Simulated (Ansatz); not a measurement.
Pb:
```xyz
1
Lattice="0.0000 2.5206 2.5206 2.5206 0.0000 2.5206 2.5206 2.5206 0.0000" Properties=species:S:1:pos:R:3 pbc="T T T"
Pb     0.0000     0.0000     0.0000
```

Relaxed with plane-wave PAW PBE (Ansatz code). Indices refer to the conventional cell of Fm-3m, a = b = c = 5.041 Å, α = β = γ = 90.00°.

Task: Simulate the powder diffraction pattern (Cu Kα, λ = 1.54184 Å; lines above 1 %) up to 2θ = 90°.

Result: Simulated powder pattern, Cu Kα, λ = 1.54184 Å (kinematic, ideal powder, no thermal factors, no anomalous dispersion; the 30 strongest lines at most, above 1 %, up to 2θ = 90°):

| 2θ (°) | d (Å) | I/Imax (%) | hkl |
|---|---|---|---|
| 30.72 | 2.911 | 100 | (111) |
| 35.62 | 2.521 | 51 | (200) |
| 51.26 | 1.782 | 37 | (220) |
| 60.95 | 1.520 | 45 | (311) |
| 63.98 | 1.455 | 13 | (222) |
| 75.42 | 1.260 | 6.2 | (400) |
| 83.61 | 1.157 | 19 | (331) |
| 86.30 | 1.127 | 18 | (420) |

The cell was relaxed with PBE under the symmetry of its start. Spin–orbit coupling is left out wherever it is not named.

Potentials: the earlier of the program's two PAW sets.
